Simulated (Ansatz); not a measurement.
A geometry of Pt away from equilibrium: step 3 of the relaxation of a relaxed Pt cell, doubled along one cell vector, shaken by Gaussian noise of σ = 0.08 Å a coordinate. Level of theory: PBE (plane waves to 420 eV, PAW, scalar-relativistic; Ansatz, an electronic-structure program). Γ-centred k-mesh 13×13×4 on the run's cell (coarser than for final values), Fermi–Dirac smearing 0.05 eV. The plane waves were selected for a different cell earlier on the path.

```
CELL_PARAMETERS angstrom
     -3.55114     3.46362     1.37835
      3.56133    -3.43427     1.32802
      7.17879     6.94506    -2.60247
ATOMIC_POSITIONS crystal
  Pt 0.71856 0.43692 0.15153
  Pt 0.81790 0.49078 0.64968
  Pt 0.03570 0.34086 0.33828
  Pt 0.23506 0.51992 0.84753
  Pt 0.00464 0.20800 0.08516
  Pt 0.30158 0.48451 0.59742
  Pt 0.09332 0.89988 0.41102
  Pt 0.11793 0.91641 0.90333
```

### Question
What forces act on the atoms (eV/Å)?

### Answer
```tsv
atom	Fx	Fy	Fz
Pt1	0.25	0.17	0.30
Pt2	0.01	-0.23	-0.04
Pt3	0.25	-0.24	0.03
Pt4	-0.08	0.24	0.17
Pt5	-0.05	0.01	-0.22
Pt6	-0.20	-0.01	0.24
Pt7	-0.25	0.18	-0.20
Pt8	0.07	-0.12	-0.28
```

The path ends in Cmcm (No. 63). No spin polarisation in the result.

The end of the path is a generated cell of Pt: the first start was made by a random draw of sites in a space group, and the end was not matched to a known phase here, so it may be hypothetical. Known forms of Pt include space group No. 225.
